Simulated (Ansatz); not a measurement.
CdSiP2:
```xyz
8
Lattice="-2.8221 2.8221 5.2499 2.8221 -2.8221 5.2499 2.8221 2.8221 -5.2499" Properties=species:S:1:pos:R:3 pbc="T T T"
Cd     0.0000     2.8221     2.6249
Cd     0.0000     0.0000     0.0000
Si     2.8221     0.0000     2.6249
Si     0.0000     0.0000     5.2499
P      1.4110     1.6519    -1.3125
P      1.4110     1.1702     3.9374
P      3.9922     1.4110     1.3125
P     -1.1702     1.4110     6.5623
```

x, y and z are the axes in which the lattice vectors are written.

Give the high-frequency dielectric tensor and the Born effective charge tensors of the independent atoms from DFPT, DFT-PBEsol in the program Ansatz with PAW potentials.


ε∞:
```
11.2  0.00  0.00
0.00  11.2  0.00
0.00  0.00  10.9
```
Z* of atom 1 (Cd), rows: field, columns: displacement, in e:
```
 2.04  -0.04   0.00
 0.04   2.04   0.00
 0.00   0.00   1.59
```
Z* of atom 3 (Si), rows: field, columns: displacement, in e:
```
 2.23  -0.09   0.00
 0.09   2.23   0.00
 0.00   0.00   2.49
```
Z* of atom 5 (P), rows: field, columns: displacement, in e:
```
-2.20   0.00  -0.39
 0.00  -2.08   0.00
-0.28   0.00  -2.04
```

Static charges for comparison (Bader): Cd1 +0.53, Si3 +1.89, P5 -1.21 e. Born charges measure polarisation by displacement and can exceed these by far.

Space group I-42d (chalcopyrite). Symmetry was held in the PBEsol relaxation. Spin–orbit coupling is left out wherever it is not named.

Potentials: the later of the program's two PAW sets.
